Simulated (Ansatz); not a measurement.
Space group I4/m (No. 87). a = 7.069 Å, b = 7.069 Å, c = 4.473 Å, α = 90.00°, β = 90.00°, γ = 90.00°
```
atom  site  symmetry       x       y       z
  Sc    8h       m..  0.8916  0.3009  0.5000
  Al    2a     4/m..  0.0000  0.0000  0.0000
```

Equation of state of this Sc4Al structure (not necessarily the ground state), with shape and atoms relaxed at each volume where symmetry leaves them free. It has no gap at any of these volumes. Level of theory: DFT PBE, scalar-relativistic, plane waves, PAW (Ansatz 0.2.0).

Cutoff 420 eV; k points 10×10×10 on the computed 5-atom cell (Γ-centred); Gaussian smearing, width 0.10 eV; no spin polarisation.

| V (Å³/atom) | E − E(largest V) (meV/atom) | P (GPa) |
| --- | --- | --- |
| 20.341 | 23.99 | 6.55 |
| 21.011 | 2.08 | 4.06 |
| 21.682 | -10.12 | 1.89 |
| 22.353 | -13.85 | 0.00 |
| 23.023 | -10.17 | -1.65 |
| 23.694 | 0.00 | -3.10 |

Problem. Fit a third-order Birch–Murnaghan equation, E = E0 + (9V0B0/16)·[(x − 1)³B0' + (x − 1)²(6 − 4x)] with x = (V0/V)^(2/3), to E(V).

Solution. V0 = 22.34 Å³/atom, B0 = 59 GPa, B0' = 3.5.

Spin polarisation was left out, and a magnetic state may lie lower.

Another cell of Sc4Al relaxed alike, in R-3m, lies 37 meV/atom lower, so this cell isn't the stable form at this level.

The cell was found from a structure generator's guess, not taken from experiment.
